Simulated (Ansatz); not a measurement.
AlRu (rocksalt type), DFT, LDA, all-electron LAPW, scalar-relativistic (Ansatz 0.2.0), on 1 thread of Intel(R) Xeon(R) 6975P-C (Granite Rapids) (shared host).

Command: `ansatz run input.yaml --threads 1 --pin off --max-ram 2048MiB --backend cpu --events-out ev --progress --plain --runs-dir out`

```yaml
crystal:
  lattice:
    - [0.0, 2.3429015214, 2.3429015214]
    - [2.3429015214, 0.0, 2.3429015214]
    - [2.3429015214, 2.3429015214, 0.0]
  atoms:
    - { symbol: Ru, position: [0.0, 0.0, 0.0] }
    - { symbol: Al, position: [0.5, 0.5, 0.5] }
kpoints:
  mp_grid: { grid: [14, 14, 14] }
scf:
  occupations: { method: fermi_dirac, width: 0.05 }
hamiltonian:
  xc: lda
  pseudopotentials: { kind: all_electron, lapw: { basis_error: 0.001 } }
output:
  forces: true
  stress: true
  eigenvalues: true
  populations: true
```

Task: How large is the problem that the program sets up?

Result: 104 irreducible k-points, 331 plane waves at Γ, 26 bands.

Task: About how long does it take?

Result: 11 s of wall time for 8 SCF iterations. Times on shared machines scatter by tens of per cent.
